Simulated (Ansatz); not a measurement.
# SrTl (Pm-3m), clamped-ion strain scan

Computed with DFT PBEsol, scalar-relativistic, plane waves, PAW (Ansatz). Settings: plane waves to 420 eV, k-mesh 12×12×12 (Γ-centred), Gaussian smearing 0.15 eV. Spin–orbit coupling is left out, which can shift energies with elements as heavy as these. No spin polarisation. Energies are free energies at this smearing, counted from the undisturbed cell; pressure is positive in compression.

The undisturbed cell (as given, not relaxed at this level; it stands at -0.3 GPa, and it needn't be the usual structure):

```
Sr Tl
1.0
     4.03200    0.00000    0.00000
     0.00000    4.03200    0.00000
     0.00000    0.00000    4.03200
Sr Tl
1 1
Direct
  0.00000 0.00000 0.00000
  0.50000 0.50000 0.50000
```

The cell is strained by ε times the Voigt pattern (0, 1, 0, 0, 0, 0) (xx, yy, zz, yz, xz, xy; engineering shear) with fractional coordinates fixed. The cell is metallic on the mesh throughout.

Question: Over the sampled range (-0.1500 to 0.1500), is the undisturbed cell the lowest point?

Answer: Yes, every other sampled point lies higher.

Question: Which end lies higher in energy, -0.1500 or +0.1500?

Answer: -0.1500: 122.0 against 81.1.

The scan:

| ε | ΔE (meV/atom) |
| --- | --- |
| -0.1500 | 122.0 |
| -0.1125 | 60.3 |
| -0.0750 | 22.3 |
| -0.0375 | 3.7 |
| 0.0000 | 0.0 |
| 0.0375 | 7.3 |
| 0.0750 | 23.5 |
| 0.1125 | 48.4 |
| 0.1312 | 63.9 |
| 0.1500 | 81.1 |